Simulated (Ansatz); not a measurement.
Method: Ansatz, DFT PBE, scalar-relativistic, plane waves, PAW. All cells share a 420 eV cutoff and Γ-centred k meshes spaced at most about 0.3 Å⁻¹ (2π included). No spin polarisation in the final relaxations.

Temperature and zero-point effects are left out.

Two forms of Mg5CdS6 were relaxed alike.

A.

```xyz
12
Lattice="3.7351 0.0000 0.0000 0.0000 3.7351 0.0000 0.0000 0.0000 15.8645" Properties=species:S:1:pos:R:3 pbc="T T T"
Mg    0.0000    0.0000   10.5254
Mg    1.8675    1.8675    7.9323
Mg    0.0000    0.0000    5.3391
Mg    1.8675    1.8675    2.7130
Mg    1.8675    1.8675   13.1516
Cd    0.0000    0.0000    0.0000
S     0.0000    0.0000    7.9323
S     1.8675    1.8675    5.3289
S     0.0000    0.0000    2.7412
S     1.8675    1.8675    0.0000
S     0.0000    0.0000   13.1233
S     1.8675    1.8675   10.5357
```

B.

```xyz
12
Lattice="3.7300 0.0000 0.0000 -1.8650 3.2303 0.0000 0.0000 0.0000 18.3097" Properties=species:S:1:pos:R:3 pbc="T T T"
Mg    0.0000    2.1535   15.3048
Mg    0.0000    0.0000    0.0000
Mg    1.8650    1.0768    3.0049
Mg    0.0000    2.1535    6.0120
Mg    1.8650    1.0768   12.2977
Cd    0.0000    0.0000    9.1549
S     1.8650    1.0768   16.8076
S     0.0000    2.1535    1.5022
S     0.0000    0.0000    4.5071
S     1.8650    1.0768    7.4985
S     0.0000    2.1535   10.8112
S     0.0000    0.0000   13.8026
```

Question: Which arrangement of the elements on these sites is preferred, and by what margin?

Answer: B is lower, by 3 meV/atom. The two share one framework of sites and differ in which element sits where. A has Mg and Cd ordered on rock salt sites, space group P4/mmm (No. 123), 18.4 Å³/atom and a gap of 1.18 eV on its mesh; B has Mg and Cd ordered on rock salt sites, space group P-3m1 (No. 164), 18.4 Å³/atom and a gap of 1.92 eV. Counting S atoms around Cd and Mg (those within 1.25 times the shortest such distance or 1.15 times the sum of covalent radii), A and B both have Mg 6, Cd 6. Both come from invented guesses.

Kohn–Sham gaps at this level usually fall short of measured ones. Cells relaxed within their symmetry can be saddle points.
